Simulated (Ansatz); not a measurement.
SCF log, Ni

We look at Ni: a measured crystal structure (space group Fm-3m, primitive cell doubled), with 2 atoms per cell. Source: COD entry 2102299; it may be a high-temperature, high-pressure or metastable form.

All numbers below come from Ansatz development build ahead of 0.2.0, DFT, PBE, PAW, plane waves, scalar-relativistic.

Input file:

```yaml
crystal:
  lattice:
    - [-1.77045, -3.5409, -1.77045]
    - [-1.77045, 0.0, -1.77045]
    - [1.77045, 0.0, -1.77045]
  atoms:
    - { symbol: Ni, position: [0.0, 0.0, 0.0], spin: 2.0 }
    - { symbol: Ni, position: [0.5, 0.0, 0.5], spin: -2.0 }
magnetization:
  spin_polarized: true
hamiltonian:
  xc: pbe
  pseudopotentials: { kind: paw }
basis:
  ecutwfc: 420
kpoints:
  mp_grid: { grid: [8, 13, 11] }
scf:
  occupations: { method: gaussian, width: 0.1 }
output:
  forces: true
  stress: true
  write_density: true
  write_potential: true
  elf: true
  volumetric_format: npy
```

Launched as:
```sh
ansatz run input.yaml --threads 2 --pin off --max-ram 5120MiB --backend cpu --events-out ev --progress --plain --runs-dir out
```

Output (shortened):

```
Warning: crystal.symmetry: narrowed to the stabiliser of the k-point mesh — unitary ops 16 → 4; excluded 12 operations that carry a point of the 8×13×11 mesh (shift [0, 0, 0]) off the mesh (the run samples exactly the mesh kpoints.mp_grid names, as under crystal.symmetry.detect: false, and its converged state has the mesh's symmetry, not the crystal's; [...]
Pseudopotentials: kind: paw
Pseudopotential: Ni, paw, valence charge 18, recommended cutoff 420 eV (normal), Ni.paw.azcp
Functional definition: PBE
Crystal: 2 atoms, lattice volume = 22.198 Å³
Basis set: ecut = 420 eV, 451 PW (Γ), exchange–correlation on 60×36×36 points (8 copies of the dense FFT grid, shifted against one another)
Bands: 24, of which v1, the nominal top of the filled ones, is band 18 counted from 1 (17 counted from 0)
Symmetry: 4 space group operations
k-points: 318 of 1144
Non-local potential: Ni, projectors of the file, l = 0: 3, l = 1: 2, l = 2: 3, l = 3: 1
Initial density: superposition of atomic densities (chi_scale 0.1, normalization cell)
Starting moments: Σ|m| = 4 μB on 2 of 2 sites
Initial wavefunctions: pseudopotential atomic-orbital guess
Functional: x = pbe(κ = 0.804, μ = 0.2195149727645171), c = pbe(β = 0.06672455060314922)
spin-down is spin-up translated by (0.5, 0, 0.5): one eigenproblem is solved per k-point and the antiferromagnetic symmetry of the starting moments is kept exactly by this SCF (crystal.symmetry.spin_inversion_symmetry: false solves both channels; [...]
iter 1 solved again at ethr=2.78e-3 eV; its pass at ethr=3.10e-3 eV (dr2=1.00e0 eV) is discarded
SCF iter   1: F=—  HF=-11678.441637 eV  |F-HF|=—  |Δ(HF+E_count)|=         —  Δρ=2.04e-1 (↑2.04e-1 ↓2.04e-1)  dr2=1.00e0  dr2_m=8.10e0  M=0.000 μB ∫|m|=1.094 μB  β_m=0.30  ethr=2.78e-3  ⟨swp⟩=1.3  Hψ=37983  notcnv=0
Mixer restart at iter 1: flushing history
preconditioner: auto → none  [metal: Δε(μ)=0.004 eV  Ē_g=10.580 eV  σ=0.100 eV  W_gap=0.02  n_scr=6 (ndim 8)  ℏωp=35.2 eV  f_vac=0.000  D(μ)=6.08/eV (n_scr^D=122)  sad-step TF]
SCF iter   2: F=—  HF=-11678.013960 eV  |F-HF|=—  |Δ(HF+E_count)|=   4.28e-1  Δρ=1.52e-1 (↑1.52e-1 ↓1.52e-1)  dr2=3.43e-2  dr2_m=4.67e0  M=0.000 μB ∫|m|=0.937 μB  β_m=0.65  ethr=2.78e-3  ⟨swp⟩=2.3  Hψ=11397  notcnv=0
SCF iter   3: F=—  HF=-11683.559443 eV  |F-HF|=—  |Δ(HF+E_count)|=    5.55e0  Δρ=1.70e-1 (↑1.70e-1 ↓1.70e-1)  dr2=1.29e1  dr2_m=4.12e-1  M=0.000 μB ∫|m|=0.454 μB  β_m=0.65  ethr=9.52e-5  ⟨swp⟩=3.5  Hψ=25140  notcnv=0  defer=356
SCF iter   4: F=—  HF=-11679.337304 eV  |F-HF|=—  |Δ(HF+E_count)|=    4.22e0  Δρ=1.18e-2 (↑1.18e-2 ↓1.18e-2)  dr2=6.72e-2  dr2_m=5.14e-4  M=0.000 μB ∫|m|=0.381 μB  β_m=0.82  ethr=9.52e-5  ⟨swp⟩=4.9  Hψ=28144  notcnv=0  defer=355
SCF iter   5: F=—  HF=-11679.336832 eV  |F-HF|=—  |Δ(HF+E_count)|=   4.72e-4  Δρ=7.81e-3 (↑7.81e-3 ↓7.81e-3)  dr2=2.89e-2  dr2_m=2.77e-4  M=0.000 μB ∫|m|=0.363 μB  β_m=0.91  ethr=9.52e-5  ⟨swp⟩=2.0  Hψ=10900  notcnv=0  defer=357
SCF iter   6: F=—  HF=-11679.329944 eV  |F-HF|=—  |Δ(HF+E_count)|=   6.89e-3  Δρ=7.12e-4 (↑7.12e-4 ↓7.12e-4)  dr2=1.32e-4  dr2_m=5.15e-5  M=0.000 μB ∫|m|=0.344 μB  β_m=0.96  ethr=8.04e-5  ⟨swp⟩=2.0  Hψ=11789  notcnv=0  defer=386
SCF iter   7: F=—  HF=-11679.330048 eV  |F-HF|=—  |Δ(HF+E_count)|=   1.03e-4  Δρ=4.26e-4 (↑4.26e-4 ↓4.26e-4)  dr2=3.35e-5  dr2_m=2.25e-5  M=0.000 μB ∫|m|=0.338 μB  β_m=0.98  ethr=3.66e-7  ⟨swp⟩=2.4  Hψ=12549  notcnv=0  defer=386
SCF iter   8: F=—  HF=-11679.330041 eV  |F-HF|=—  |Δ(HF+E_count)|=   6.96e-6  Δρ=3.83e-5 (↑3.83e-5 ↓3.83e-5)  dr2=2.30e-7  dr2_m=2.77e-8  M=0.000 μB ∫|m|=0.334 μB  β_m=0.87  ethr=9.31e-8  ⟨swp⟩=2.0  Hψ=10602  notcnv=0  defer=386
SCF iter   9: F=—  HF=-11679.330041 eV  |F-HF|=—  |Δ(HF+E_count)|=   1.16e-8  Δρ=2.63e-5 (↑2.63e-5 ↓2.63e-5)  dr2=2.83e-7  dr2_m=5.35e-9  M=0.000 μB ∫|m|=0.333 μB  β_m=0.93  ethr=6.38e-10  ⟨swp⟩=2.3  Hψ=12529  notcnv=0  defer=386
SCF iter  10: F=—  HF=-11679.330041 eV  |F-HF|=—  |Δ(HF+E_count)|=   2.89e-8  Δρ=4.21e-6 (↑4.21e-6 ↓4.21e-6)  dr2=1.03e-8  dr2_m=3.66e-10  M=0.000 μB ∫|m|=0.333 μB  β_m=0.92  ethr=6.38e-10  ⟨swp⟩=2.0  Hψ=10719  notcnv=0  defer=386
SCF iter  11: F=-11679.330041 eV  HF=-11679.330041 eV  |F-HF|=7.46e-11  |Δ(HF+E_count)|=   2.97e-9  Δρ=1.17e-6 (↑1.17e-6 ↓1.17e-6)  dr2=1.65e-10  dr2_m=6.96e-11  M=0.000 μB ∫|m|=0.333 μB  ethr=2.85e-11  ⟨swp⟩=9.8  Hψ=46684  notcnv=0
SCF 1 converged in 11 iterations: F = -11679.330041 eV  dr2 = 1.65e-10
  greatest PAW one-centre occupation: 1.000 electrons in one spin orbital (limit 2), on the Ni atom at site 1 (counted from 0), in its partial waves of l = 1
Initial density: read from a saved state, or passed on in memory by an earlier SCF of this step, an earlier step, the calling program or the single point that the run made first
Starting moments: Σ|m| = 4 μB on 2 of 2 sites; this step starts from the density that it was given
Initial wavefunctions: those read from a saved state, or passed on in memory by an earlier step or the calling program
the translation (0.5, 0, 0.5) carries every atom to within crystal.symmetry.tolerance of an atom of its element with the starting moment reversed, but both spin channels are solved: the run starts from a saved state that isn't shown to keep it, or this solve from the single point that its walk made first
iter 1 solved again at ethr=1.00e-12 eV; its pass at ethr=2.78e-6 eV (dr2=1.65e-10 eV) is discarded
SCF iter   1: F=—  HF=-11679.330041 eV  |F-HF|=—  |Δ(HF+E_count)|=         —  Δρ=1.17e-6 (↑1.17e-6 ↓1.17e-6)  dr2=1.65e-10  dr2_m=6.96e-11  M=0.000 μB ∫|m|=0.333 μB  ethr=1.00e-12  ⟨swp⟩=1.0  Hψ=73864  notcnv=0
preconditioner: auto → none  [metal: Δε(μ)=0.003 eV  Ē_g=11.294 eV  σ=0.100 eV  W_gap=0.01  n_scr=6 (ndim 8)  ℏωp=35.2 eV  f_vac=0.000  D(μ)=7.14/eV (n_scr^D=156)]
SCF iter   2: F=—  HF=-11679.445653 eV  |F-HF|=—  |Δ(HF+E_count)|=   1.16e-1  Δρ=6.91e-3 (↑6.41e-3 ↓6.91e-3)  dr2=1.23e-2  dr2_m=5.50e-3  M=1.248 μB ∫|m|=1.405 μB  ethr=2.87e-6  ⟨swp⟩=1.2  Hψ=68583  notcnv=0
SCF iter   3: F=—  HF=-11679.446254 eV  |F-HF|=—  |Δ(HF+E_count)|=   6.01e-4  Δρ=1.03e-3 (↑6.50e-4 ↓1.03e-3)  dr2=1.39e-4  dr2_m=1.15e-4  M=1.261 μB ∫|m|=1.446 μB  ethr=2.78e-6  ⟨swp⟩=1.1  Hψ=39507  notcnv=0
SCF iter   4: F=—  HF=-11679.446276 eV  |F-HF|=—  |Δ(HF+E_count)|=   2.16e-5  Δρ=1.08e-4 (↑6.77e-5 ↓1.08e-4)  dr2=4.10e-6  dr2_m=1.04e-7  M=1.263 μB ∫|m|=1.452 μB  ethr=1.02e-6  ⟨swp⟩=1.0  Hψ=33072  notcnv=0
SCF iter   5: F=—  HF=-11679.446276 eV  |F-HF|=—  |Δ(HF+E_count)|=   4.28e-7  Δρ=1.66e-5 (↑8.82e-6 ↓1.66e-5)  dr2=8.94e-8  dr2_m=3.96e-9  M=1.263 μB ∫|m|=1.452 μB  ethr=2.78e-10  ⟨swp⟩=2.0  Hψ=41504  notcnv=0
SCF iter   6: F=-11679.446276 eV  HF=-11679.446276 eV  |F-HF|=7.28e-11  |Δ(HF+E_count)|=   1.10e-8  Δρ=8.12e-7 (↑4.09e-7 ↓8.12e-7)  dr2=1.17e-10  dr2_m=5.67e-11  M=1.263 μB ∫|m|=1.452 μB  ethr=2.78e-10  ⟨swp⟩=1.0  Hψ=33073  notcnv=0
SCF iter   7: F=-11679.446276 eV  HF=-11679.446276 eV  |F-HF|=8.00e-11  |Δ(HF+E_count)|=  1.46e-11  Δρ=8.55e-7 (↑3.29e-7 ↓8.55e-7)  dr2=1.40e-10  dr2_m=5.13e-11  M=1.263 μB ∫|m|=1.452 μB  ethr=1.00e-12  ⟨swp⟩=1.5  Hψ=45725  notcnv=0
SCF 2 converged in 7 iterations: F = -11679.446276 eV  dr2 = 1.40e-10
  greatest PAW one-centre occupation: 1.001 electrons in one spin orbital (limit 2), on the Ni atom at site 0 (counted from 0), in its partial waves of l = 1
the translation (0.5, 0, 0.5) carries every atom to within crystal.symmetry.tolerance of an atom of its element with the starting moment reversed, but both spin channels are solved: the run starts from a saved state that isn't shown to keep it, or this solve from the single point that its walk made first
iter 1 solved again at ethr=2.78e-10 eV; its pass at ethr=2.78e-6 eV (dr2=3.42e-7 eV) is discarded
SCF iter   1: F=—  HF=-11679.330041 eV  |F-HF|=—  |Δ(HF+E_count)|=         —  Δρ=1.17e-6 (↑1.17e-6 ↓1.17e-6)  dr2=1.65e-10  dr2_m=6.96e-11  M=-0.000 μB ∫|m|=0.333 μB  ethr=2.78e-10  ⟨swp⟩=1.9  Hψ=132671  notcnv=0
eigensolver tolerance schedule: the retry pair's looser diagonalisation over-reported the residual by 2068.87 of it (diagonalisation noise at 2.42 of the residual, at the tolerance the schedule requests for it); recorded, not acted on — ethr = c·dr2/N_el stays at c = 1.0e-1
SCF iter   2: F=—  HF=-11679.330503 eV  |F-HF|=—  |Δ(HF+E_count)|=   4.62e-4  Δρ=4.22e-3 (↑4.11e-3 ↓4.22e-3)  dr2=1.18e-3  dr2_m=3.21e-3  M=0.098 μB ∫|m|=0.333 μB  ethr=2.78e-6  ⟨swp⟩=1.0  Hψ=53161  notcnv=0
SCF iter   3: F=—  HF=-11679.446352 eV  |F-HF|=—  |Δ(HF+E_count)|=   1.16e-1  Δρ=1.35e-3 (↑1.35e-3 ↓6.96e-4)  dr2=2.82e-4  dr2_m=8.97e-5  M=1.260 μB ∫|m|=1.447 μB  ethr=3.18e-6  ⟨swp⟩=1.1  Hψ=47867  notcnv=0
SCF iter   4: F=—  HF=-11679.446334 eV  |F-HF|=—  |Δ(HF+E_count)|=   1.79e-5  Δρ=2.00e-3 (↑4.57e-4 ↓2.00e-3)  dr2=1.19e-3  dr2_m=1.24e-4  M=1.262 μB ∫|m|=1.451 μB  ethr=2.78e-6  ⟨swp⟩=1.0  Hψ=37495  notcnv=0
this SCF's setup event announced max_iter 4: a cap that the engine derives, which gives way to 182 iterations because this look along open shells stands lower than the state that it set out from. From here on the SCF can send more iterations than it announced.
SCF iter   5: F=—  HF=-11679.446276 eV  |F-HF|=—  |Δ(HF+E_count)|=   5.87e-5  Δρ=2.05e-5 (↑2.05e-5 ↓1.22e-5)  dr2=6.36e-8  dr2_m=3.78e-8  M=1.263 μB ∫|m|=1.452 μB  ethr=2.78e-10  ⟨swp⟩=2.9  Hψ=48121  notcnv=0
SCF iter   6: F=-11679.446276 eV  HF=-11679.446276 eV  |F-HF|=1.63e-9  |Δ(HF+E_count)|=   3.52e-8  Δρ=1.53e-6 (↑1.10e-6 ↓1.53e-6)  dr2=5.27e-10  dr2_m=3.58e-11  M=1.263 μB ∫|m|=1.452 μB  ethr=2.78e-10  ⟨swp⟩=1.3  Hψ=36287  notcnv=0
SCF iter   7: F=-11679.446276 eV  HF=-11679.446276 eV  |F-HF|=1.65e-9  |Δ(HF+E_count)|=  3.09e-11  Δρ=1.54e-6 (↑1.10e-6 ↓1.54e-6)  dr2=5.33e-10  dr2_m=3.70e-11  M=1.263 μB ∫|m|=1.452 μB  ethr=1.46e-12  ⟨swp⟩=1.8  Hψ=55801  notcnv=0
SCF 3 converged in 7 iterations: F = -11679.446276 eV  dr2 = 5.33e-10
  greatest PAW one-centre occupation: 1.001 electrons in one spin orbital (limit 2), on the Ni atom at site 1 (counted from 0), in its partial waves of l = 1
the translation (0.5, 0, 0.5) carries every atom to within crystal.symmetry.tolerance of an atom of its element with the starting moment reversed, but both spin channels are solved: the run starts from a saved state that isn't shown to keep it, or this solve from the single point that its walk made first
iter 1 solved again at ethr=1.49e-12 eV; its pass at ethr=3.10e-3 eV (dr2=5.36e-10 eV) is discarded
SCF iter   1: F=—  HF=-11679.446276 eV  |F-HF|=—  |Δ(HF+E_count)|=         —  Δρ=1.54e-6 (↑1.10e-6 ↓1.54e-6)  dr2=5.33e-10  dr2_m=3.70e-11  M=1.263 μB ∫|m|=1.452 μB  β_m=0.30  ethr=1.49e-12  ⟨swp⟩=1.8  Hψ=59565  notcnv=0
preconditioner: auto → none  [metal: Δε(μ)=0.000 eV  Ē_g=11.335 eV  σ=0.100 eV  W_gap=0.00  n_scr=6 (ndim 8)  ℏωp=35.2 eV  f_vac=0.000  D(μ)=3.41/eV (n_scr^D=48)]
SCF iter   2: F=-11679.446275 eV  HF=-11679.446276 eV  |F-HF|=1.98e-8  |Δ(HF+E_count)|=  6.40e-10  Δρ=8.18e-6 (↑2.43e-6 ↓8.18e-6)  dr2=2.30e-8  dr2_m=1.71e-9  M=1.263 μB ∫|m|=1.452 μB  ethr=1.48e-12  ⟨swp⟩=7.6  Hψ=76235  notcnv=0
SCF 4 converged in 2 iterations: F = -11679.446275 eV  dr2 = 2.30e-8
the run went on to a lower state, not held to the crystal's whole symmetry: an SCF along what the orbitals of the run's state read of its open shells (or to have them read: on a GPU, or by another smearing), with the run's symmetry operations kept and the antiferromagnet's anti-translation given up, reached one 0. [...]
WARN: the starting moments were not kept: 1 of 2 ended reversed and 1 kept their direction, counting a site from 0.1 of the cell's largest site moment. The largest reversed, site 1 (counted from 0, in the order of the report's site_moments_mub), started with -2.0 μB and closes at +6.7e-1 μB in its sphere. The starting moments cancel, and the net magnetisation is 1.3e0 μB in size, over 0.1 of its absolute magnetisation of 1.4e0 μB. The SCF closed on another magnetic arrangement than the starting moments describe; [...]
SCF converged after 2 iterations
Magnetization: 1.2626 μB (18.6313 up, 17.3687 down)
Absolute magnetization: 1.4536 μB (∫|ρ↑−ρ↓|, with the PAW one-centre terms)
Spin contamination: 0.0144 ħ² per cell (⟨S²⟩ above its minimum at these occupations)
Per-site moments (μB) at R_I (Å): [(0.6713, 1.0328), (0.6713, 1.0328)]
Free energy (F): -11679.446275 eV
Harris-Foulkes:  -11679.446276 eV  (|F-HF|=1.98e-8)
Internal energy: -11679.429243 eV  (E = F + TS)
E sigma→0 (E₀):  -11679.437759 eV
Entropy (-TS):   -0.017033 eV (-8.516 meV/atom)
Fermi energy:    17.738414 eV
--- Per-component energies (eV) ---
  E_band       = -583.317762
  E_kinetic    = 563.429100
  E_local      = -6939.652435  (includes V_loc(G=0)·N_el)
  E_nonlocal   = 1271.445626
  E_hartree    = 2895.174759
  E_xc         = -169.200427
  E_vxc        = -218.155289  (∫ρ·V_xc dr)
  E_paw        = -3259.618443  (= ΣΔE_a)
  E_vpaw       = -1050.735192  (= ΣTr[D̂ρ^β])
  E_aug_tail   = 0.000754  (compensation charges beyond the density's cutoff)
  E_ewald      = -6041.008177
  E_smearing   = -0.017033  (= −TS)
  E_closure    = -0.000000  (closes the sum)
  Σ components = -11679.446275   (vs F -11679.446275, Δ=0.00e0)
--- Forces (eV/Å), atoms counted from 1 ---
  atom   1  Ni     0.00000000     0.00000000    -0.00000000
  atom   2  Ni     0.00000000     0.00000000    -0.00000000
  max |Σ_I F_I| component: 5.05e-29 eV/Å
--- Stress (GPa, compression-positive) ---
       -3.796676      -0.015593      -0.005682
       -0.015593      -3.546276      -0.015593
       -0.005682      -0.015593      -3.796676
  P = ⅓ Tr σ = -3.7132 GPa (-37.132 kbar)
--- Band table (eV; the first three rows and the last of 636) ---
  k-point 0 ↑: bands = ["-85.9096", "-85.8689", "-46.3687", "-46.2520", "-46.2496", "-46.1769", "-46.1758", "-46.1734", "8.7472", "13.1472", "13.5915", "15.3164", "15.3168", "15.3198", "16.4792", "16.4804", "17.1756", "17.2382", "17.2388", "20.0702", "26.7019", "32.2838", "32.2841", "37.0015"]
  k-point 1 ↑: bands = ["-85.9079", "-85.8689", "-46.3641", "-46.2566", "-46.2498", "-46.1835", "-46.1799", "-46.1767", "8.9595", "13.2554", "13.6614", "15.2577", "15.3604", "15.3747", "16.4359", "16.4848", "16.8349", "17.0870", "17.2053", "20.6873", "26.7554", "30.3925", "32.6043", "37.8858"]
  k-point 2 ↑: bands = ["-85.9033", "-85.8691", "-46.3507", "-46.2749", "-46.2435", "-46.2109", "-46.1892", "-46.1793", "9.5808", "13.5422", "13.8581", "15.1020", "15.4861", "15.4972", "16.1182", "16.3200", "16.5352", "16.8560", "17.1060", "22.0445", "26.7100", "27.5274", "33.5263", "38.1346"]
  k-point 317 ↓: bands = ["-85.0237", "-85.0230", "-45.5457", "-45.5445", "-45.4310", "-45.4274", "-45.4274", "-45.4262", "13.4993", "13.5514", "14.2538", "14.2540", "17.7451", "17.7709", "17.7973", "17.9986", "18.0738", "18.1129", "19.6649", "20.4409", "26.9787", "27.5712", "31.3421", "32.2769"]
```

Among 12 converged runs of this cell from various starts and settings, this end is the lowest found.

A small moment in a metal is sensitive to the mesh and the smearing. The mesh has less symmetry than the lattice, which lowers the symmetry of the run. The program warns that the starting moments weren't kept.

The run took 3 min on 2 threads of Arm Neoverse V1, with other jobs on the host, peak memory 1.3 GiB.
